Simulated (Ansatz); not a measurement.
Q: Cl (molecular I2 type, Cmce) is relaxed with DFT-LDA in the program Ansatz with PAW potentials. What lattice parameters of the conventional cell result?

A: a = 6.188 Å, b = 3.713 Å, c = 7.794 Å.

Q: Give the free coordinates with the occupied sites.

A: In one choice of origin and axes:

| atom | site | symmetry | x | y | z |
|---|---|---|---|---|---|
| Cl | 8f | m.. | 0.0000 | 0.3624 | 0.1135 |

Q: Is it a metal or does it have a gap at this level?

A: A gap of 1.86 eV.

Symmetry was held in the LDA relaxation. The substance is a gas or liquid at ambient conditions; this is its low-temperature solid. The volume lies over 15 % below that of the usual cell of this phase: another minimum, or an error of the functional. A crystal of weakly bound molecules computed without a dispersion correction: the cell and the soft elastic constants depend strongly on that.

Potentials: the later of the program's two PAW sets.
